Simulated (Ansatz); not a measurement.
Input:

ZnCu:
Space group Pm-3m (No. 221); a = 2.908 Å, b = 2.908 Å, c = 2.908 Å, α = 90.00°, β = 90.00°, γ = 90.00°

| atom | site | symmetry | x | y | z |
|---|---|---|---|---|---|
| Cu | 1a | m-3m | 0.0000 | 0.0000 | 0.0000 |
| Zn | 1b | m-3m | 0.5000 | 0.5000 | 0.5000 |

This is the PBEsol-relaxed structure.

Question: All from plane-wave PAW PBEsol (Ansatz code), unless another level is named. Estimate the bulk modulus (Birch–Murnaghan fit).

Answer: 137 GPa.

Question: Next, the highest zone-centre frequency?

Answer: 211 cm⁻¹.

The cell was relaxed with PBEsol under the symmetry of its start; of distortions, only those at the zone centre were tested. The run is not spin-polarised. As this level gives no gap, phonon frequencies hold no LO–TO term and depend on the k-mesh and smearing (Fermi–Dirac, 0.1 eV here).

Potentials: the later of the program's two PAW sets.
